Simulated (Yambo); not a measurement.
Yambo run on NaTaO$_{3}$ (space group P4/mbm, No. 127). The wavefunctions are norm-conserving PBEsol (Quantum ESPRESSO, 88 Ry, without SOC) ones on a 2×2×4 mesh (40 occupied bands); a = b = 5.4771 Å, c = 3.9591 Å, α = β = γ = 90.00°.

Yambo input:

```
rim_cut
gw0
dyson
el_el_corr
HF_and_locXC
mpa
em1d
RandQpts= 1000000
RandGvec= 1 Ry
EXXRLvcs= 88 Ry
VXCRLvcs= 352 Ry
Chimod= "HARTREE"
% BndsRnXm
 5 | 189 |
%
NGsBlkXm= 7 Ry
% LongDrXm
 1.0 | 1.0 | 1.0 |
%
EnSampXm= "2l"
EnGridXm= "lP"
% EnRngeXm
 0.0 | 40.0 | eV
%
% ImRngeXm
 2.72114 | 27.21138 | eV
%
% DmRngeXm
 0.02721 | 2.72114 | eV
%
ETStpsXm= 8
IntSolXm= "PT"
% GbndRnge
 1 | 189 |
%
GTermKind= "none"
DysSolver= "n"
ExtendOut
% QPkrange
 1 | 1 | 41 | 41 |
 3 | 3 | 40 | 41 |
%
```

k points by index: 1 = Γ, 3 = Z.

Table of the .qp output:

```
#    K-point    Band    Eo [eV]    E [eV]    E-Eo [eV]    Vxc [eV]    Vnlxc [eV]    Sc|Eo [eV]    Sc|E [eV]    dSc/dw|Eo [eV]    Re(Z)    Im(Z)
#
    1    41    2.327934    3.671221    1.343287    -14.91857    -9.301884    -3.933078    -4.273401    -6.892684    0.797886    -0.002282
    3    40    0.000000    -0.259384    -0.259384    -20.00411    -25.12402    4.769346    4.860520    -9.554274    0.740124    -0.002105
    3    41    2.738097    4.161219    1.423122    -15.31471    -9.316880    -4.199615    -4.574713    -7.170320    0.791442    -0.002511
```
(The two width columns are left out.) Convergence of these settings isn't established.

Geometry of the Materials Project entry, not relaxed at this level.

This is not the ordinary phase of the substance.
